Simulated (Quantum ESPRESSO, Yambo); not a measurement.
# K2TiF6: DFT and GW levels

```
CELL_PARAMETERS angstrom
      5.68506     0.00000     0.00000
     -2.84253     4.92341     0.00000
      0.00000     0.00000     4.59016
ATOMIC_POSITIONS crystal
  F  0.31684 0.15842 0.77230
  F  0.68316 0.84158 0.22770
  F  0.84158 0.15842 0.77230
  F  0.15842 0.84158 0.22770
  F  0.84158 0.68316 0.77230
  F  0.15842 0.31684 0.22770
  K  0.33333 0.66667 0.69779
  K  0.66667 0.33333 0.30221
  Ti 0.00000 0.00000 0.00000
```

The geometry is that of Materials Project entry mp-3970, symmetrised and not relaxed again.

Starting point: LDA (pw.x of Quantum ESPRESSO, ONCV potentials, no spin-orbit coupling). G0W0 in Yambo: 3×3×2 Γ-centred k mesh, bands 2 to 198 and a 7 Ry block in the screening, 198 bands in G with the Bruneval-Gonze terminator, plasmon pole fitted at 27.2 eV.

```
Item                                              Value
----------------------------------------------  -------
LDA gap along the band path                     4.92 eV
LDA gap between the mesh's edge points (Γ → Γ)  4.93 eV
G0W0 gap between the same points                9.46 eV
```

| k point | band | E LDA (eV) | E QP (eV) | shift (eV) | Z |
|---|---|---|---|---|---|
| Γ | VB | 0.00 | -1.97 | -1.97 | 0.80 |
| Γ | CB | 4.93 | 7.49 | 2.56 | 0.79 |
| A | VB | -0.04 | -2.01 | -1.98 | 0.80 |
| A | CB | 4.98 | 7.55 | 2.57 | 0.79 |

Energies count from the LDA valence-band maximum.

Nearest settings tried, and what they do to the gap: 157 bands in W, 157 bands in G: -3 meV; 6 Ry block (229 vectors against 283): +70 meV. Not varied: mesh. So the settings aren't converged at that level.
